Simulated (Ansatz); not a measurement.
SnSe2 (fluorite, Fm-3m) at seven volumes, PBE (plane waves, PAW; program Ansatz), scaled uniformly. One row is withheld.

```json
[
 {"V (Å³/atom)": "24.751", "P (GPa)": "?"},
 {"V (Å³/atom)": "25.567", "P (GPa)": "3.42"},
 {"V (Å³/atom)": "26.383", "P (GPa)": "1.57"},
 {"V (Å³/atom)": "27.199", "P (GPa)": "0.00"},
 {"V (Å³/atom)": "28.015", "P (GPa)": "-1.31"},
 {"V (Å³/atom)": "28.831", "P (GPa)": "-2.39"},
 {"V (Å³/atom)": "29.647", "P (GPa)": "-3.27"}
]
```

**Question.** Fit the shown pressures and predict the withheld one.

**Answer.** P = (3/2)B₀(x^(7/2) − x^(5/2))[1 + (3/4)(B′ − 4)(x − 1)] with x = (V₀/V)^(2/3). Least squares on the six rows gives V₀ = 27.197 Å³/atom, B₀ = 47.4 GPa, B′ = 5.10. At V = 24.751, x = 1.0648 and P = 5.68 GPa. The run itself gave 5.62 GPa.

A made-up cell: these elements were put on the sites of a structure type; neither database checked (COD, Materials Project) lists it. COD files the formula under space group No. 164, 217, so this cell is another polymorph or a model. Whether it is the stable phase at ambient conditions was not checked. Symmetry was held in the PBE relaxation; its stability against distortions is not shown here. Spin–orbit coupling is left out wherever it is not named.

Potentials: the later of the program's two PAW sets.
